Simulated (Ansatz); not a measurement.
Zn (hcp, Mg type), conventional cell a = b = 2.6468 Å, c = 4.6794 Å, α = β = 90.00°, γ = 120.00°. The calculation uses the primitive cell of 2 atoms, to which meshes and values per cell refer.

The relaxed cell is deformed in two ways at once: its volume V is scaled, and at that volume it is stretched along z (the c axis of the conventional cell) so that c/a changes. Fractional atomic positions are held.

These are r2SCAN (plane waves to 500 eV, PAW, scalar-relativistic; Ansatz, an electronic-structure program) values and carry that method's errors. k mesh 20×20×10 (Γ-centred), Fermi-Dirac smearing 0.05 eV. Compression counts positive. With partly filled bands, the response to shear is sensitive to the k mesh, so small differences along c/a are uncertain. Zn was relaxed with its symmetry unable to fall. The last digit holds for this mesh only.

Changes of σxx (GPa) from the point V/V₀ = 1.000, (c/a)/(c/a)₀ = 1.000 when one coordinate moves alone (two changes are said to add if the coupling is within 5 % of the smaller one, nearly so within 20 %):

```json
[
 {"point": "V/V₀ = 1.000, (c/a)/(c/a)₀ = 0.920", "change": "-1.38"},
 {"point": "V/V₀ = 1.000, (c/a)/(c/a)₀ = 0.947", "change": "-1.63"},
 {"point": "V/V₀ = 1.000, (c/a)/(c/a)₀ = 0.973", "change": "-1.07"},
 {"point": "V/V₀ = 0.960, (c/a)/(c/a)₀ = 1.000", "change": "4.68"},
 {"point": "V/V₀ = 0.973, (c/a)/(c/a)₀ = 1.000", "change": "3.00"},
 {"point": "V/V₀ = 0.987, (c/a)/(c/a)₀ = 1.000", "change": "1.44"},
 {"point": "V/V₀ = 1.013, (c/a)/(c/a)₀ = 1.000", "change": "-1.33"},
 {"point": "V/V₀ = 1.027, (c/a)/(c/a)₀ = 1.000", "change": "-2.55"},
 {"point": "V/V₀ = 1.040, (c/a)/(c/a)₀ = 1.000", "change": "-3.68"},
 {"point": "V/V₀ = 1.000, (c/a)/(c/a)₀ = 1.027", "change": "1.02"},
 {"point": "V/V₀ = 1.000, (c/a)/(c/a)₀ = 1.053", "change": "1.61"},
 {"point": "V/V₀ = 1.000, (c/a)/(c/a)₀ = 1.080", "change": "2.42"}
]
```

Task: What is the change at V/V₀ = 1.040, (c/a)/(c/a)₀ = 0.920, where both move, and how far is it from the sum?

Result: The sum of the single changes is -3.68 + (-1.38) = -5.06; the calculation gives -4.49, so the coupling contributes 0.57 (over 20 % of the smaller single change, not additive).

Task: Do the two effects add at V/V₀ = 0.973, (c/a)/(c/a)₀ = 0.973? Give the computed change.

Result: The sum of the single changes is 3.00 + (-1.07) = 1.93; the calculation gives 1.71, so the coupling contributes -0.22 (over 20 % of the smaller single change, not additive).

Task: Do the two effects add at V/V₀ = 1.013, (c/a)/(c/a)₀ = 1.027? Give the computed change.

Result: The sum of the single changes is -1.33 + (1.02) = -0.31; the calculation gives -0.40, so the coupling contributes -0.09 (under 20 % of the smaller single change, nearly additive).

(A scan under strain: stresses follow from slopes of the energy per volume, elastic moduli from its curvatures.)
